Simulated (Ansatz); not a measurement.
## MnO: pressure against volume

MnO, Fm-3m, a = 4.339 Å. Ansatz: PBEsol, PAW, 420 eV, Γ-centred 16×16×16 mesh on 2 atoms, Gaussian smearing 0.10 eV; collinear spin, largest moment 3.8 μB. Symmetry fixes shape and atoms, so the cell is only scaled; pressure is positive in compression.

```
V (Å³/atom) P (GPa)
      8.985        ?
      9.292    12.42
      9.598     7.34
      9.904     3.40
     10.211    -0.01
     10.517    -3.52
     10.823    -6.48
     11.232    -9.63
```

Task: Take V0 = 10.211 Å³/atom, count pressures from its P0 = -0.01 GPa, fit the third-order Birch–Murnaghan form to the other rows, and predict the missing pressure.

Result: With the Eulerian strain f = ½[(V0/V)^(2/3) − 1] and y = (P − P0)/[3f(1 + 2f)^(5/2)], the form is the line y = B0 + 1.5 B0 (B0′ − 4) f. Rows (f, y): 0.03245, 109.1; 0.02107, 104.9; 0.01028, 105.1; -0.00975, 126.1; -0.01903, 124.9; -0.03078, 122.1. Means f = 0.0007067, y = 115.37; Σ(Δf)² = 0.003004, ΣΔfΔy = -1.023; the slope is their ratio. y = 115.6 − 340.4 f GPa, so B0 = 115.6 GPa and B0′ = 4 + 2 × (-340.4)/(3 × 115.6) = 2.04. At V = 8.985, f = 0.04451, y = 100.45 and P = 16.59 GPa. The run gave 18.81 GPa, so the fit is 2.22 GPa too low, 7.8 % of the span of the series, against an rms of 0.30 GPa on the fitted rows. The row lies outside the fitted range. A fourth-order term fitted to the same rows gives P = 16.70 GPa at this row's volume (the line 16.59, the run 18.81), no gain. The records add, with no proof that it causes the miss: the largest moment runs from 3.39 to 4.06 μB along the series.

The largest moment runs from 3.39 to 4.06 μB along the series, so B0 and B0′ hold the change of the moment too.

The cell holds one magnetic atom, so it can only be ferromagnetic; an antiferromagnetic order may lie lower.